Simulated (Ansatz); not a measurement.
Values for one crystal, relaxed and computed with plane-wave PAW r²SCAN (Ansatz code); other levels are named.

Volume per atom: 21.43 Å³
Electronic character: metallic (no gap)
Density of states at the Fermi level: 0.21 states/eV per atom (mean over ±0.08 eV)
Formation energy from the elements (no fitted shifts): -0.46 eV/atom

Question: Pick the material that matches.
A) In7Pd3, Im-3m (In on 12d, In on 16f, Pd on 12e)
B) InBi, zinc blende
C) InPt3, Cu3Au type
D) Nb2Pd, Fmmm (Nb on 8i, Pd on 4a)

Answer: A, In7Pd3, Im-3m (In on 12d, In on 16f, Pd on 12e)

The first step of the workflow began from a Materials Project structure, measured or hypothetical; the Crystallography Open Database copy checked does not list it. Its standing as an ambient phase is unchecked. The cell was relaxed with r²SCAN under the symmetry of its start; its stability against distortions is not shown here. The run is not spin-polarised. The references are the lowest solids computed at this level, not always the standard phases. Spin–orbit coupling is left out wherever it is not named.

Potentials: the later of the program's two PAW sets.
